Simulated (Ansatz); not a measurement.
Cd2TeSe:
```
Cd2TeSe
1.0
    4.45311     0.00000     0.00000
    0.00000     4.45311     0.00000
    0.00000     0.00000     6.26337
Cd Te Se
2 1 1
Cartesian
  2.22656   0.00000   4.80765
  0.00000   2.22656   1.45572
  0.00000   0.00000   3.13168
  2.22656   2.22656   0.00000
```

Tensor components refer to the Cartesian frame of this cell.

Task: Give the proper piezoelectric stress tensor with relaxed ions from DFT-PBEsol in the program Ansatz with PAW potentials.

Result: In C/m², rows x, y, z, Voigt columns; mesh uncertainty up to 0.01.
```
 0.00   0.00   0.00   0.00  -0.05   0.00
 0.00   0.00   0.00   0.05   0.00   0.00
-0.04   0.04   0.00   0.00   0.00   0.00
```

The elastic tensor of the same run (GPa):

|  | 1 | 2 | 3 | 4 | 5 | 6 |
|---|---|---|---|---|---|---|
| 1 | 70.8 | 28.2 | 40.2 | 0.0 | 0.0 | 0.0 |
| 2 | 28.2 | 70.8 | 40.2 | 0.0 | 0.0 | 0.0 |
| 3 | 40.2 | 40.2 | 56.8 | 0.0 | 0.0 | 0.0 |
| 4 | 0.0 | 0.0 | 0.0 | 20.1 | 0.0 | 0.0 |
| 5 | 0.0 | 0.0 | 0.0 | 0.0 | 20.1 | 0.0 |
| 6 | 0.0 | 0.0 | 0.0 | 0.0 | 0.0 | 8.8 |

Task: Convert to strain constants d = e·S.

Result: In pC/N:
```
 0.0   0.0   0.0   0.0  -2.6   0.0
 0.0   0.0   0.0   2.6   0.0   0.0
-1.0   1.0   0.0   0.0   0.0   0.0
```

Space group P-4m2. The first step of the workflow began from a Materials Project structure, measured or hypothetical; the Crystallography Open Database copy checked does not list it. Its standing as an ambient phase is unchecked. The cell was relaxed with PBEsol under the symmetry of its start; of distortions, only those at the zone centre were tested. Spin–orbit coupling is left out wherever it is not named.

Potentials: the later of the program's two PAW sets.
